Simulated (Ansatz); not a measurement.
BeS:
```yaml
crystal:
  lattice:
    - [0.00000, 2.43804, 2.43804]
    - [2.43804, 0.00000, 2.43804]
    - [2.43804, 2.43804, 0.00000]
  atoms:
    - { symbol: Be, position: [0.50000, 0.50000, 0.50000] }
    - { symbol: S, position: [0.25000, 0.25000, 0.25000] }
```

Relaxed with PBE. Special points in fractions of this cell's reciprocal vectors: Γ (0.000, 0.000, 0.000); X (0.500, 0.000, 0.500); U (0.625, 0.250, 0.625); K (0.375, 0.375, 0.750); L (0.500, 0.500, 0.500); W (0.500, 0.250, 0.750).

Task: List the band energies nearest the valence-band maximum at these points for PBE in the plane-wave PAW code Ansatz.

Result: In eV from the valence-band maximum; about four levels below and three above (degenerate sets whole), none deeper than 8.9 eV; points with the same levels are listed once.

```csv
k,below,above
Γ,0.00 0.00 0.00,5.66 5.66 5.66
X,-4.94 -2.59 -2.59,3.15 4.91 12.60 12.60
U,-4.48 -4.01 -2.14,4.37 7.46 10.44
L,-5.68 -1.01 -1.01,5.41 6.54 6.54
W,-4.19 -3.78 -3.27,6.45 8.07 8.37
```

Space group F-43m (zinc blende). Symmetry was held in the PBE relaxation. The volume moved by 29 % from the start of the relaxation.

Potentials: the later of the program's two PAW sets.
